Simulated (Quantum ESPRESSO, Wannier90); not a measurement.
**HgTe (zinc blende), plane waves to Wannier functions**

```
begin unit_cell_cart
ang
    0.0000000000    3.2899850000    3.2899850000
    3.2899850000    0.0000000000    3.2899850000
    3.2899850000    3.2899850000    0.0000000000
end unit_cell_cart
begin atoms_frac
Hg   0.0000000000  0.0000000000  0.0000000000
Te  -0.2500000000 -0.2500000000 -0.2500000000
end atoms_frac
```

Cell from Materials Project (mp-2730), symmetrised, no further relaxation. COD (Crystallography Open Database) has the formula in 2 space groups, this one among them (matched by group alone). Computed values, not measurements, from PBEsol: Quantum ESPRESSO (norm-conserving PseudoDojo potentials, cutoff 64 Ry, spinors with spin-orbit coupling) on a Γ-centred 6×6×6 mesh, then Wannier90. Density: 8×8×8 mesh, cold smearing 0.01 Ry. With spin-orbit coupling a semilocal functional can close or falsely invert a small gap; the band order was not checked against a better method.

A tight-binding model is made by disentanglement and projection with no localisation steps (num_iter = 0), so the 26 orbitals stay atom-like: hydrogen-like Hg: s;p;d; Te: s;p, axes along x, y, z; frozen window up to 3.00 eV relative to the Fermi level. It follows pw.x to 1.7 meV rms for states up to 1.0 eV relative to the Fermi level. Matrix elements depend on this choice of orbitals and windows.

### Question
What are the on-site energies relative to the Fermi level, and how fast do the hoppings decay?

### Answer
| atom | orbitals | energy (eV) |
|---|---|---|
| Hg1 | s↑ s↓ | -2.49 |
| Hg1 | pz↑ pz↓ px↑ px↓ py↑ py↓ | 3.91 |
| Hg1 | dz2↑ dz2↓ dx2-y2↑ dx2-y2↓ | -6.81 |
| Hg1 | dxz↑ dxz↓ dyz↑ dyz↓ dxy↑ dxy↓ | -6.90 |
| Te2 | s↑ s↓ | -9.42 |
| Te2 | pz↑ pz↓ px↑ px↓ py↑ py↓ | -0.27 |

```json
[
 {"distance of the centres (Å)": "2–3", "largest modulus (eV)": "1.1"},
 {"distance of the centres (Å)": "4–5", "largest modulus (eV)": "0.37"},
 {"distance of the centres (Å)": "5–6", "largest modulus (eV)": "0.041"},
 {"distance of the centres (Å)": "6–7", "largest modulus (eV)": "0.023"},
 {"distance of the centres (Å)": "7–8", "largest modulus (eV)": "0.046"},
 {"distance of the centres (Å)": "8–9", "largest modulus (eV)": "0.019"},
 {"distance of the centres (Å)": "9–10", "largest modulus (eV)": "0.013"},
 {"distance of the centres (Å)": "10–11", "largest modulus (eV)": "0.0051"}
]
```

Effective spin-orbit constants λ of λ L·S, from the same-site elements px↑–py↑ (λ/2) and dx2-y2↑–dxy↑ (λ), where they are among the larger elements: Hg1 d 0.73 eV, Hg1 p 0.75 eV, Te2 p 0.59 eV.
